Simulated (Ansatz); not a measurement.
## Collinear states of CoBr

Theory: DFT PBE, scalar-relativistic, plane waves, PAW in Ansatz 0.2.0.

```
CELL_PARAMETERS angstrom
3.49796 0.00000 0.00000
-1.74898 3.02932 0.00000
0.00000 0.00000 4.50203
ATOMIC_POSITIONS crystal
Co 0.00000 0.00000 0.00000
Br 0.00000 0.00000 0.50000
```

```json
{"plane-wave cutoff": "420 eV", "Γ-centred k-mesh": "12×12×10", "occupation rule": "Gaussian smearing, 0.1 eV", "list of starting moments (μB, in atom order)": "3 0", "check for lower electronic states after the SCF": "off"}
```

Each order was relaxed in cell and atoms. A propagation vector, in units of the reciprocal vectors, doubles the cell, which takes an equally dense mesh. Site moments are spin moments in atom-centred spheres that scale with the neighbour distance. The states are those that the runs reached from these starts; a lower one can exist.

Q: Starts tried: no spin; ferromagnetic; antiferromagnetic, doubled cell, propagation vector (0, 1/2, 0). Which state comes out lowest, and what are the moments?

A: The lowest state is ferromagnetic, reached from the start “ferromagnetic”, with site moments (μB) Co +1.90, Br +0.11.

| start | ends | energy above lowest (meV/atom) | site moments (μB) | gap on mesh (eV) | volume (Å³/atom) |
| --- | --- | --- | --- | --- | --- |
| no spin | non-magnetic | 240 | none over 0.05 | metal | 21.00 |
| ferromagnetic | ferromagnetic | 0.00 | Co +1.90, Br +0.11 | metal | 23.89 |
| antiferromagnetic, doubled cell, propagation vector (0, 1/2, 0) | antiferromagnetic | 16.5 | Co +1.83, Br +0.07, Co -1.83, Br -0.07 | metal | 28.74 |

Cost: 3 runs of about 7.5 core-minutes in all, on Arm Neoverse V1 (shared hosts).